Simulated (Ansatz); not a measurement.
Co$_{2}$Li$_{7}$Nb$_{7}$O$_{24}$:
```cif
data_Co2Li7Nb7O24
_chemical_formula_sum 'Co2 Li7 Nb7 O24'
_space_group_name_H-M_alt 'P 1'
_space_group_IT_number 1
_cell_length_a 5.50955
_cell_length_b 9.07635
_cell_length_c 9.06694
_cell_angle_alpha 68.811
_cell_angle_beta 85.138
_cell_angle_gamma 85.906
loop_
_space_group_symop_operation_xyz
  'x, y, z'
loop_
_atom_site_label
_atom_site_type_symbol
_atom_site_fract_x
_atom_site_fract_y
_atom_site_fract_z
_atom_site_occupancy
Co1 Co 0.41163 0.60552 0.61971 1
Co2 Co 0.00803 0.24276 0.26014 1
Li1 Li 0.94565 0.11134 0.59670 1
Li2 Li 0.94981 0.59774 0.10928 1
Li3 Li 0.41898 0.11451 0.11042 1
Li4 Li 0.42302 0.85639 0.85526 1
Li5 Li 0.95378 0.36595 0.86683 1
Li6 Li 0.95105 0.86384 0.36769 1
Li7 Li 0.42449 0.35489 0.36123 1
Nb1 Nb 0.99008 0.75967 0.76165 1
Nb2 Nb 0.50738 0.24362 0.75196 1
Nb3 Nb 0.50186 0.75748 0.24039 1
Nb4 Nb 0.50311 0.00736 0.49148 1
Nb5 Nb 0.99648 0.50433 0.49161 1
Nb6 Nb 0.99567 0.01741 0.00147 1
Nb7 Nb 0.51625 0.47871 0.02552 1
O1 O 0.72025 0.89183 0.69724 1
O2 O 0.23156 0.39452 0.69586 1
O3 O 0.21989 0.88688 0.19604 1
O4 O 0.71389 0.38942 0.19443 1
O5 O 0.06052 0.69655 0.57180 1
O6 O 0.54189 0.19869 0.56448 1
O7 O 0.53080 0.69615 0.06543 1
O8 O 0.04480 0.18888 0.06315 1
O9 O 0.05120 0.81946 0.94331 1
O10 O 0.54591 0.31341 0.94401 1
O11 O 0.54721 0.80833 0.45466 1
O12 O 0.04475 0.32175 0.44940 1
O13 O 0.85340 0.56927 0.89097 1
O14 O 0.34964 0.06590 0.88517 1
O15 O 0.35580 0.57187 0.39917 1
O16 O 0.84921 0.07150 0.38925 1
O17 O 0.22836 0.94667 0.63753 1
O18 O 0.71033 0.46015 0.63446 1
O19 O 0.71449 0.94627 0.13988 1
O20 O 0.21785 0.43834 0.14055 1
O21 O 0.36640 0.63535 0.80596 1
O22 O 0.85001 0.14307 0.81003 1
O23 O 0.85329 0.64090 0.31145 1
O24 O 0.34929 0.13532 0.31645 1
```
Starting moments (μB, in the order of the atoms Co Co Li Li Li Li Li Li Li Nb Nb Nb Nb Nb Nb Nb O O O O O O O O O O O O O O O O O O O O O O O O): 2.9 -2.9 0.0 0.0 0.0 0.0 0.0 0.0 0.0 0.0 0.0 0.0 0.0 0.0 0.0 0.0 0.1 0.1 0.1 -0.1 0.1 0.1 0.1 -0.1 0.1 0.1 0.1 -0.1 0.1 0.1 0.1 -0.1 0.1 0.1 0.1 -0.1 0.1 0.1 0.1 -0.1.

Relaxed with r²SCAN.

### Question
Tabulate the valence density and the electron localisation function along the shortest Li–O contact (1.95 Å), DFT-r²SCAN in the program Ansatz with PAW potentials.

### Answer


```tsv
distance from Li (Å)	density (e/Å³)	ELF
0.19	7.01	0.99
0.29	4.74	0.98
0.39	2.64	0.83
0.49	1.18	0.37
0.58	0.43	0.06
0.68	0.20	0.03
0.78	0.19	0.06
0.88	0.25	0.27
0.97	0.36	0.57
1.07	0.54	0.77
1.17	0.83	0.83
1.27	1.31	0.85
1.36	2.10	0.85
1.46	3.26	0.82
1.56	4.65	0.76
1.66	5.96	0.63
1.75	6.93	0.45
```

The density is the valence pseudo-density with augmentation charge, so density and ELF within about 1 Å of a nucleus are not all-electron values.

Space group P1. The start of the workflow was typed in or built on a structure type; neither database checked (COD, Materials Project) lists it. Its standing as an ambient phase is unchecked. The cell was relaxed with r²SCAN under the symmetry of its start, as lowered by the spin order; whether a distortion lowers the energy is not shown. The final state is antiferromagnetic, chosen from 3 collinear starts compared on coarse meshes (ties went to the first, and starts can fall back to one state), not a proven ground state. Other orbital occupations within this spin state were not tried. No Hubbard U is applied.

Potentials: the later of the program's two PAW sets.
